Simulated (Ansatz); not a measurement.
CdS (zinc blende)

```
CELL_PARAMETERS angstrom
      0.00000     2.93890     2.93890
      2.93890     0.00000     2.93890
      2.93890     2.93890     0.00000
ATOMIC_POSITIONS crystal
  S  0.75000 0.75000 0.75000
  Cd 0.00000 0.00000 0.00000
```

In each cell atom 1 (S, nearest neighbour Cd at 2.545 Å; its periodic images, 4.2 Å or more away, move with it) moves by s·(1.000, 0.000, 0.000) (along Cartesian x), the rest being held.

All values below come from r2SCAN (plane waves to 500 eV, PAW, scalar-relativistic; Ansatz, an electronic-structure program). k mesh 8×8×8 (Γ-centred), Fermi-Dirac smearing 0.05 eV. E stands for the smeared free energy. F∥ is the force on the atom along that direction. CdS was relaxed with its symmetry unable to fall. ΔE is measured from the undisplaced structure.

| s (Å) | ΔE (meV/cell) | F∥ (eV/Å) |
|---|---|---|
| -0.250 | ___ | 1.141 |
| -0.200 | ___ | 0.927 |
| -0.150 | ___ | 0.704 |
| -0.100 | 23.8 | 0.474 |
| -0.050 | ___ | 0.238 |
| 0.000 | 0.0 | 0.000 |
| 0.050 | ___ | -0.238 |
| 0.100 | 23.8 | -0.474 |
| 0.150 | ___ | -0.704 |
| 0.200 | ___ | -0.927 |
| 0.250 | ___ | -1.141 |

Problem. Fill in the missing entries.

Solution. 
- -0.250, ΔE (meV/cell): 145.8
- -0.200, ΔE (meV/cell): 94.1
- -0.150, ΔE (meV/cell): 53.3
- -0.050, ΔE (meV/cell): 6.0
- 0.050, ΔE (meV/cell): 6.0
- 0.150, ΔE (meV/cell): 53.3
- 0.200, ΔE (meV/cell): 94.1
- 0.250, ΔE (meV/cell): 145.8

(A displaced cell: forces are minus the slopes of the energy, force constants its curvatures, and phonons follow from these.)
